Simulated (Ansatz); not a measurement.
BN:
```
CELL_PARAMETERS angstrom
      1.24900    -2.16325     0.00000
      1.24900     2.16325     0.00000
      0.00000     0.00000     6.59936
ATOMIC_POSITIONS crystal
  B  0.33375 0.66625 0.75000
  N  0.66708 0.33292 0.75000
  B  0.66625 0.33375 0.25000
  N  0.33292 0.66708 0.25000
```

Relaxed with r²SCAN+D4. Special points in fractions of this cell's reciprocal vectors: Γ (0.000, 0.000, 0.000); Y (-0.500, 0.500, 0.000); C0 (-0.333, 0.667, 0.000); Σ0 (0.333, 0.333, 0.000); Z (0.000, 0.000, 0.500); A0 (0.333, 0.333, 0.500); E0 (-0.333, 0.667, 0.500); T (-0.500, 0.500, 0.500); S (0.000, 0.500, 0.000); R (0.000, 0.500, 0.500).

**Question.** List the band energies nearest the valence-band maximum at these points for r²SCAN+D4 in the plane-wave PAW code Ansatz.

**Answer.** In eV from the valence-band maximum; about four levels below and three above (degenerate sets whole), none deeper than 8.9 eV; points with the same levels are listed once.

```
k                     below                              above
--  -----------------------  ---------------------------------
Γ   -1.39 -1.39 -1.35 -1.35             5.63 11.14 12.37 12.37
Y   -4.34 -4.27 -1.53 -0.48                    4.78 6.29 10.21
C0  -7.52 -7.52 -0.14 -0.13                    5.49 5.50 11.20
Z   -1.37 -1.37 -1.37 -1.37  8.16 8.16 12.44 12.44 12.44 12.44
A0  -7.53 -7.53 -0.05 -0.05              5.26 5.26 12.50 12.50
T   -4.31 -4.31 -0.98 -0.98              5.27 5.27 10.65 10.65
S   -4.34 -4.27 -1.53 -0.48                    4.79 6.28 10.21
```

Space group P6_3/mmc. The cell was relaxed with r²SCAN+D4 under the symmetry of its start. Point labels and valley counts follow the cell and symmetry of the run, lower than the named group.

Potentials: the earlier of the program's two PAW sets.
